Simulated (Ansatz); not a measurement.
ZrO₂:
```
ZrO2
1.0
    5.57672     0.00000     0.00000
    0.00000     3.34961     0.00000
    0.00000     0.00000     6.49821
Zr O
4 8
Cartesian
  4.19461   0.83740   0.70529
  1.38211   2.51221   5.79292
  4.17047   2.51221   3.95439
  1.40625   0.83740   2.54381
  5.44687   2.51221   2.20888
  0.12985   0.83740   4.28933
  2.91820   0.83740   5.45798
  2.65851   2.51221   1.04023
  4.79917   2.51221   6.00550
  0.77755   0.83740   0.49271
  3.56591   0.83740   2.75640
  2.01081   2.51221   3.74181
```

r²SCAN (plane waves, PAW; program Ansatz) gives a gap of 3.45 eV without spin–orbit coupling, maximum at Γ, minimum at Γ.

Problem. What happens when spin–orbit coupling is switched on?

Solution. The gap drops by 0.02 eV, to 3.43 eV; maximum at Γ, minimum at Γ.

Problem. Give the electron effective mass with spin–orbit coupling.

Solution. 0.73, 0.91, 12 mₑ (principal values).

Problem. Give the hole effective mass with spin–orbit coupling.

Solution. 0.67, 0.99, 2.4 mₑ (principal values).

Space group Pnma. The first step of the workflow began from a Materials Project structure, measured or hypothetical; the Crystallography Open Database copy checked does not list it. It is not the phase usual at ambient conditions (space group No. 14). Symmetry was held in the r²SCAN relaxation; its stability against distortions is not shown here. No spin polarisation was allowed.

Potentials: the later of the program's two PAW sets.
